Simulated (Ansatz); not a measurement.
Y2N in space group P4/nmm (No. 129; Y on 2a, Y on 2c, N on 2c) at seven volumes, r²SCAN+D4 in the plane-wave PAW code Ansatz, shape and atoms relaxed at each. One row is withheld.

```tsv
V (Å³/atom)	P (GPa)
22.227	5.55
22.960	3.50
23.693	1.64
24.426	0.00
25.158	-1.50
25.891	-2.84
26.624	?
```

### Question
Fit the shown pressures and predict the withheld one.

### Answer
Third-order Birch–Murnaghan: P = (3/2)B₀(x^(7/2) − x^(5/2))[1 + (3/4)(B′ − 4)(x − 1)] with x = (V₀/V)^(2/3). Least squares on the six rows gives V₀ = 24.421 Å³/atom, B₀ = 52.45 GPa, B′ = 2.58. At V = 26.624, x = 0.9440 and P = -4.04 GPa. The run itself gave -4.05 GPa.

The cell is a constructed one: a structure type filled with these elements; neither database checked (COD, Materials Project) lists it. Its standing as an ambient phase is unchecked. Symmetry was held in the r²SCAN+D4 relaxation; its stability against distortions is not shown here. No spin polarisation was allowed.

Potentials: the earlier of the program's two PAW sets.
